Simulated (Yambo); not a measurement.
BSE-type run in Yambo on BaCu₂S₂ (space group I4/mmm, No. 139), at zero momentum.

Quantum ESPRESSO step (LDA, PseudoDojo standard norm-conserving files, scalar-relativistic):
```
&CONTROL
  calculation = 'nscf'
  pseudo_dir = './pseudo'
  outdir = './out'
/
&SYSTEM
  ibrav = 0
  nat = 5
  ntyp = 3
  ecutwfc = 92.0
  ecutrho = 368.0
  occupations = 'fixed'
  force_symmorphic = .true.
  nbnd = 69
/
&ELECTRONS
  conv_thr = 5e-09
  diago_full_acc = .true.
  diago_thr_init = 1e-08
/
ATOMIC_SPECIES
S 32.0600 S.upf
Cu 63.5460 Cu.upf
Ba 137.3270 Ba.upf
CELL_PARAMETERS angstrom
 -1.950965000000   1.950965000000   6.325050000000
  1.950965000000  -1.950965000000   6.325050000000
  1.950965000000   1.950965000000  -6.325050000000
ATOMIC_POSITIONS crystal
S   0.641010000000   0.641010000000  -0.000000000000
S   0.358990000000   0.358990000000   0.000000000000
Cu   0.750000000000   0.250000000000   0.500000000000
Cu   0.250000000000   0.750000000000   0.500000000000
Ba   0.000000000000   0.000000000000   0.000000000000
K_POINTS automatic
6 6 6 0 0 0
```

Yambo input:
```
rim_cut
optics
bse
bss
dipoles
em1s
RandQpts= 1000000
RandGvec= 1 Ry
FFTGvecs= 40 Ry
Chimod= "HARTREE"
BSKmod= "SEX"
BSEmod= "resonant"
BSSmod= "hs"
BSENGexx= 15 Ry
BSENGBlk= 3 Ry
% KfnQP_E
 0.711 | 1.0 | 1.0 |
%
% BSEQptR
 1 | 1 |
%
% BSEBands
 19 | 35 |
%
% BEnRange
 0.0 | 6.1 | eV
%
% BDmRange
 0.15 | 0.15 | eV
%
BEnSteps= 122
% BLongDir
 1.0 | 0.0 | 0.0 |
%
BSHayTrs= -0.02
BSSNEig= 24
WRbsWF
% BndsRnXs
 9 | 65 |
%
NGsBlkXs= 3 Ry
% LongDrXs
 1.0 | 1.0 | 1.0 |
%
```

From the report:

The dimension is k points × valence × conduction bands = 216 × 12 × 5 = 12960.
```
   [SLEPC] Approach                          : Krylov-Schur
   [SLEPC] Number of requested eigenvalues   :  24
   [SLEPC] Number of eigenvalues        [NEV]:  24
    [K] Dimension                                    :  12960
    [K] Bands                                        :   19   35
    [K] Exchange res                                 : yes
    [K] Correlation res                              : yes
    [K] W interaction is bare                        : no
    [K] RL vectors exchange                          :   659
    [K] RL vectors correlation                       :   63
    [W] Matrix size                                  :   63
    [W] Bands                                        :    9   65
    [W] Coulomb Cutoff                               : none
    [W] Hxc Kernel                                   : HARTREE
```

Geometry of the Materials Project entry, not relaxed at this level.

The structure is a Materials Project entry; no match was found in the copy of COD used, and its stability was not checked.
